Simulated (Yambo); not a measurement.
MgS (rock salt, space group Fm-3m, No. 225): the exchange self-energy on PBEsol orbitals (Yambo, 6×6×6 mesh) holds the Coulomb divergence, which is integrated with random points (RandQpts).

```tsv
random points	exchange-only gap Γ → X (eV)	shift of the valence edge (eV)	gap against the reference (meV)
1,000	9.70	-2.55	-303
10,000	9.88	-2.84	-121
100,000	10.01	-3.03	7
1,000,000	10.01	-3.02	3
5,000,000	10.01	-3.01	reference
```

From 100,000 points on, the gap stays within 20 meV of the run with most points. The error is statistical; each row is a single draw, so the rows fix no rate of convergence.

Geometry relaxed with PBEsol; primitive cell a = b = c = 3.6650 Å, α = β = γ = 60.00°.

A shift is the quasiparticle energy of the state minus its PBEsol energy.
